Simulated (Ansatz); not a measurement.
An Ansatz (a quantum-chemistry and plane-wave program) run. Input:

Ansatz 0.2 input:
```yaml
crystal:
  lattice:
    - [0.0, 2.1341641625, 2.1341641625]
    - [2.1341641625, 0.0, 2.1341641625]
    - [2.1341641625, 2.1341641625, 0.0]
  atoms:
    - { symbol: Be, position: [0.75, 0.75, 0.75] }
    - { symbol: Be, position: [0.25, 0.25, 0.25] }
    - { symbol: C, position: [0.0, 0.0, 0.0] }
kpoints:
  mp_grid: { grid: [11, 11, 11] }
hamiltonian:
  xc: lda
  pseudopotentials: { kind: paw }
scf:
  occupations: { method: fixed }
elastic: { mode: relaxed_ion, stencil: two_point, amplitude: 0.005, f_tol: 0.0005 }
```

Output (shortened):

```
Pseudopotential: Be, paw, valence charge 2
Pseudopotential: C, paw, valence charge 4
Functional definition: SPW92
Crystal: 3 atoms, lattice volume = 19.441 Å³
Basis set: ecut = 420 eV, 339 PW (Γ)
Bands: 8, of which v1, the nominal top of the filled ones, is band 4 counted from 1 (3 counted from 0)
Symmetry: 48 space group operations
Space group: Fm-3m (ITA 225), of the structure as read, at distance tolerance 2.7e-5 Å
k-points: 56 of 1331
SCF 1 converged in 8 iterations: F = -420.356908 eV  dr2 = 4.58e-16
Crystal: 3 atoms, lattice volume = 19.344 Å³
Symmetry: 16 space group operations
k-points: 126 of 1331
SCF 2 converged in 7 iterations: F = -420.355962 eV  dr2 = 2.18e-14
Crystal: 3 atoms, lattice volume = 19.538 Å³
Basis set: ecut = 420 eV, 363 PW (Γ)
SCF 3 converged in 5 iterations: F = -420.355987 eV  dr2 = 3.26e-14
Crystal: 3 atoms, lattice volume = 19.441 Å³
Basis set: ecut = 420 eV, 343 PW (Γ)
Symmetry: 8 space group operations
k-points: 216 of 1331
SCF 4 converged in 7 iterations: F = -420.356550 eV  dr2 = 1.23e-14
relax step   1: F+E_penalty+E_count = -420.35655046 eV  Δ(F+E_penalty+E_count) = +0.000e0 eV  max|allowed force component| = 7.131e-3 eV/Å  Δτ_max = 0.0000 Å  (7 SCF iters, accepted)
Crystal: 3 atoms, lattice volume = 19.441 Å³
SCF 5 converged in 5 iterations: F = -420.356552 eV  dr2 = 1.44e-14
relax step   2: F+E_penalty+E_count = -420.35655220 eV  Δ(F+E_penalty+E_count) = -1.740e-6 eV  max|allowed force component| = 4.560e-3 eV/Å  Δτ_max = 0.0001 Å  (5 SCF iters, accepted)
Crystal: 3 atoms, lattice volume = 19.441 Å³
SCF 6 converged in 5 iterations: F = -420.356553 eV  dr2 = 2.62e-14
relax step   3: F+E_penalty+E_count = -420.35655341 eV  Δ(F+E_penalty+E_count) = -1.203e-6 eV  max|allowed force component| = 2.216e-7 eV/Å  Δτ_max = 0.0003 Å  (5 SCF iters, accepted)
Crystal: 3 atoms, lattice volume = 19.441 Å³
SCF 7 converged in 2 iterations: F = -420.356553 eV  dr2 = 6.29e-15
Crystal: 3 atoms, lattice volume = 19.441 Å³
SCF 8 converged in 7 iterations: F = -420.356550 eV  dr2 = 1.56e-14
relax step   1: F+E_penalty+E_count = -420.35655045 eV  Δ(F+E_penalty+E_count) = +0.000e0 eV  max|allowed force component| = 7.131e-3 eV/Å  Δτ_max = 0.0000 Å  (7 SCF iters, accepted)
Crystal: 3 atoms, lattice volume = 19.441 Å³
SCF 9 converged in 6 iterations: F = -420.356553 eV  dr2 = 2.45e-15
relax step   2: F+E_penalty+E_count = -420.35655340 eV  Δ(F+E_penalty+E_count) = -2.943e-6 eV  max|allowed force component| = 7.917e-8 eV/Å  Δτ_max = 0.0004 Å  (6 SCF iters, accepted)
Crystal: 3 atoms, lattice volume = 19.441 Å³
SCF 10 converged in 2 iterations: F = -420.356553 eV  dr2 = 5.77e-16
SCF converged after 8 iterations
Free energy (F): -420.356908 eV
Harris-Foulkes:  -420.356908 eV  (|F-HF|=0.00e0)
Internal energy: -420.356908 eV  (E = F + TS)
E sigma→0 (E₀):  -420.356908 eV
Fermi energy:    9.859949 eV
--- Per-component energies (eV) ---
  E_band       = 26.489521
  E_kinetic    = 138.109148
  E_local      = -87.191560  (includes V_loc(G=0)·N_el)
  E_nonlocal   = 37.229533
  E_hartree    = 26.790469
  E_xc         = -89.543044
  E_vxc        = -104.331974  (∫ρ·V_xc dr)
  E_paw        = -202.272889  (= ΣΔE_a)
  E_vpaw       = -10.906571  (= ΣTr[D̂ρ^β])
  E_aug_tail   = 0.000008  (compensation charges beyond the density's cutoff)
  E_ewald      = -243.601979
  E_core_change = 0.123407  (= ΣΔE_core)
  E_smearing   =  0.000000  (= −TS)
  E_closure    =  0.000000  (closes the sum)
  Σ components = -420.356908   (vs F -420.356908, Δ=0.00e0)
--- Forces (eV/Å), atoms counted from 1 ---
  atom   1  Be     0.00000000     0.00000000     0.00000000
  atom   2  Be     0.00000000     0.00000000     0.00000000
  atom   3  C      0.00000000     0.00000000     0.00000000
  max |Σ_I F_I| component: 1.11e-16 eV/Å
--- Stress (GPa, compression-positive) ---
       -0.003057       0.000000       0.000000
        0.000000      -0.003057       0.000000
        0.000000       0.000000      -0.003057
  P = ⅓ Tr σ = -0.0031 GPa (-0.031 kbar)
--- Band table (eV; the first three rows and the last of 56) ---
  k-point 0: bands = ["-5.3172", "9.8599", "9.8599", "9.8599", "13.9652", "13.9652", "13.9652", "17.1872"]
  k-point 1: bands = ["-5.1835", "8.6970", "9.5856", "9.5856", "14.3579", "14.3579", "14.7663", "17.4358"]
  k-point 2: bands = ["-4.7856", "6.5674", "9.0347", "9.0347", "15.0836", "15.0836", "15.8300", "18.1152"]
  k-point 55: bands = ["-1.3091", "2.9886", "3.7473", "4.4820", "15.3283", "18.3806", "19.5765", "20.2669"]
--- Elastic constants: 2 strain directions × 2 members + reference (group order 48) ---
  dense FFT box of the reference and of every strained cell: 24×24×24
  strains applied: 11, 23; error gains: componentwise 1.00 (the most a stress slope's error grows in a printed constant), spectral 1.73 (1 for all six strains …
  C = ∂σ_k/∂η_j (tension-positive GPa; Voigt order 11 22 33 23 13 12):
       607.219     21.385     21.385      0.000      0.000      0.000
        21.385    607.219     21.385      0.000      0.000      0.000
        21.385     21.385    607.219      0.000      0.000      0.000
         0.000      0.000      0.000    224.905      0.000      0.000
         0.000      0.000      0.000      0.000    224.905      0.000
         0.000      0.000      0.000      0.000      0.000    224.905
  reference stress σ⁰ (GPa):      0.003      0.003      0.003      0.000      0.000      0.000
  moduli (Voigt/Reuss/Hill, GPa): K = 216.66/216.66/216.66   G = 252.11/247.93/250.02   E = 541.70   ν = 0.083
  mechanically stable: yes (min eigenvalue of sym C = 224.91 GPa)
  strain η (Voigt 11):  stress-route row diagonal C_11 = 607.22 GPa, energy-path curvature d²(F+E_count+ΔE)/dδ²/Ω₀ = 607.33 GPa
         δ    σ_11 (GPa)             F (eV)   n_scf  n_hpsi   n_pw
    -5.000e-3      -3.0614        -420.3559619       7   18456    387   relax 0 steps, max|allowed force component| 1.13e-16 eV/Å
     5.000e-3       3.0108        -420.3559866       5   16140    391   relax 0 steps, max|allowed force component| 1.11e-16 eV/Å
  strain η (Voigt 23):  stress-route row diagonal C_44 = 224.91 GPa, energy-path curvature d²(F+E_count+ΔE)/dδ²/Ω₀ = 225.09 GPa
         δ    σ_23 (GPa)             F (eV)   n_scf  n_hpsi   n_pw
    -5.000e-3      -1.1245        -420.3565534       2   19395    387   relax 3 steps, max|allowed force component| 2.22e-7 eV/Å
     5.000e-3       1.1245        -420.3565534       2   19385    387   relax 2 steps, max|allowed force component| 7.92e-8 eV/Å
```

Cost: roughly 15 core-seconds on shared cores.

Symmetry was held in the LDA relaxation; phonons on a q-mesh show no instability.

Potentials: the later of the program's two PAW sets.

Ansatz is a plane-wave DFT program.
